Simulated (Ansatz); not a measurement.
TiB2 (MoSi2 or CaC2 type, I4/mmm) under volume change, DFT-PBEsol in the program Ansatz with PAW potentials, shape and atoms relaxed at each volume.

```json
[
 {"V (Å³/atom)": "9.053", "E − E(relaxed) (meV/atom)": "50.0", "P (GPa)": "19.29"},
 {"V (Å³/atom)": "9.352", "E − E(relaxed) (meV/atom)": "21.1", "P (GPa)": "11.91"},
 {"V (Å³/atom)": "9.650", "E − E(relaxed) (meV/atom)": "5.0", "P (GPa)": "5.52"},
 {"V (Å³/atom)": "9.949", "E − E(relaxed) (meV/atom)": "0.0", "P (GPa)": "0.00"},
 {"V (Å³/atom)": "10.247", "E − E(relaxed) (meV/atom)": "4.5", "P (GPa)": "-4.75"},
 {"V (Å³/atom)": "10.546", "E − E(relaxed) (meV/atom)": "17.3", "P (GPa)": "-8.86"},
 {"V (Å³/atom)": "10.844", "E − E(relaxed) (meV/atom)": "37.2", "P (GPa)": "-12.38"}
]
```

### Question
What does a third-order Birch–Murnaghan fit give for V₀, B₀ and B′?

### Answer
V₀ = 9.95 Å³/atom, B₀ = 170 GPa, B′ = 3.9.

The cell is a constructed one: a structure type filled with these elements; neither database checked (COD, Materials Project) lists it. It is not the phase usual at ambient conditions (space group No. 191). The cell was relaxed with PBEsol under the symmetry of its start; of distortions, only those at the zone centre were tested. The run is not spin-polarised.

Potentials: the earlier of the program's two PAW sets.
